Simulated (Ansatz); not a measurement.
Computed properties of VIr

VIr (L1₀ or tetragonal B2, space group No. 123), a = 2.718 Å, b = 2.718 Å, c = 3.640 Å, α = 90.00°, β = 90.00°, γ = 90.00°.

Space group P4/mmm (No. 123), L1₀ or tetragonal B2; conventional cell a = 2.718 Å, b = 2.718 Å, c = 3.640 Å, α = 90.00°, β = 90.00°, γ = 90.00°.

Method: the program Ansatz at the PBEsol level (PAW). Geometry: relaxed at this level of theory. Other levels are named where they apply.

### Cell and energy

- Volume per atom: 13.45 Å³
- Density: 15.02 g/cm³
- Formation energy from the elements (no fitted shifts): -0.50 eV/atom

### Electronic structure

Electronic character: metallic (no gap)
Density of states at the Fermi level: 1.1 states/eV per atom (mean over ±0.08 eV)
Gap with spin–orbit coupling: none (metallic)

### Magnetism

Magnetic order: non-magnetic (starting moments vanished)

### Mechanics

* **Bulk modulus (Birch–Murnaghan fit)**: 300 GPa
* **Pressure derivative B′**: 4.5

### Charges

Bader charges: Ir -1.06, V +1.06 e

The workflow started from an entry of the Crystallography Open Database (COD), which files this formula under 2 space groups. Its standing as an ambient phase is unchecked. The PBEsol relaxation kept the symmetry of its start; whether a distortion lowers the energy is not shown. The workflow began spin-polarised and lost its moments. Axis ratios of metals converge slowly with the k-mesh, so a and c are less sure than the volume. The references are the lowest solids computed at this level, not always the standard phases. Spin–orbit coupling is left out wherever it is not named.

Potentials: the later of the program's two PAW sets.
